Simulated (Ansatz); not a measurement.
Data:

La₂Sb:
```
CELL_PARAMETERS angstrom
     -2.32607     2.32607     9.15561
      2.32607    -2.32607     9.15561
      2.32607     2.32607    -9.15561
ATOMIC_POSITIONS crystal
  Sb 0.13813 0.13813 0.00000
  Sb 0.86187 0.86187 0.00000
  La 0.50000 0.00000 0.50000
  La 0.00000 0.50000 0.50000
  La 0.32091 0.32091 0.00000
  La 0.67909 0.67909 0.00000
```

This is the r²SCAN-relaxed structure.

Q: All from DFT-r²SCAN in the program Ansatz with PAW potentials, unless another level is named. Estimate the electronic character.

A: metallic (no gap).

Q: Give the density of states at the Fermi level.

A: 1.4 states/eV per atom (mean over ±0.08 eV).

Q: Give the formation energy from the elements (no fitted shifts).

A: -1.07 eV/atom.

Space group I4/mmm. The workflow started from an entry of the Crystallography Open Database (COD). Whether it is the stable phase at ambient conditions was not checked. The cell was relaxed with r²SCAN under the symmetry of its start; its stability against distortions is not shown here. The references are the lowest solids computed at this level, not always the standard phases. Scalar-relativistic: spin–orbit coupling is off unless named, which matters more the heavier the elements.

Potentials: the later of the program's two PAW sets.
